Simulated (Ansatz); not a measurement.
AlGaN$_{2}$: a film clamped to a substrate

Level of theory: DFT r2SCAN, scalar-relativistic, plane waves, PAW in Ansatz. Cutoff 500 eV, Γ-centred 8×8×6 k-points, Gaussian smearing of 0.05 eV. No spin polarisation. Energies are free energies at this smearing, counted from the undisturbed cell; pressure is positive in compression.

The starting cell (as given, not relaxed at this level; it stands at -0.4 GPa, and it needn't be the usual structure):

```
Al Ga N
1.0
     3.14088    0.00000    0.00000
     0.00000    3.14088    0.00000
     0.00000    0.00000    4.42384
Al Ga N
1 1 2
Direct
  0.50000 0.50000 0.50000
  0.00000 0.00000 0.00000
  0.50000 0.00000 0.73826
  0.00000 0.50000 0.26174
```

The cell (4 atoms, V0 = 43.64 Å³) is strained by p along both x and y and by q along z, fractional coordinates fixed. τp = (1/V0) ∂E/∂p = (σxx + σyy)(1 + p)(1 + q) and τq = (1/V0) ∂E/∂q = σzz(1 + p)², with tension positive.

| p | q | ΔE (meV/atom) | τp (GPa) | τq (GPa) |
| --- | --- | --- | --- | --- |
| 0.000 | 0.000 | 0.00 | 0.74 | 0.37 |
| -0.015 | 0.000 | 6.42 | -13.53 | -4.53 |
| 0.015 | 0.000 | 7.49 | 13.73 | 4.82 |
| 0.000 | -0.015 | 1.87 | -4.12 | -4.04 |
| 0.000 | 0.015 | 2.60 | 5.23 | 4.70 |

Task: Get the second derivatives of the energy density.

Result: Central differences give A = ∂τp/∂p = 909 GPa (C11 + C22 + 2 C12), C = ∂τq/∂q = 291 GPa (C33) and the cross term B = ∂τq/∂p = 312 GPa (C13 + C23); ∂τp/∂q = 311 GPa must equal B, and any difference shows higher-order terms. The ions are clamped.

Task: A film of this crystal grows with z along the normal on a substrate that imposes p. How does its thickness respond, and what does the misfit cost?

Result: Count p and q from the stress-free cell. A free surface needs τq = 0, so q = −(B/C) p = -1.07 p. The energy density left is (A − B²/C) p²/2 = M p², with the biaxial modulus M = 287 GPa; a misfit of 1 % costs 1.96 meV/atom, against 3.09 meV/atom if the thickness were held.

Forces appear on the atoms along this scan, and letting them relax would lower the energy and soften the response.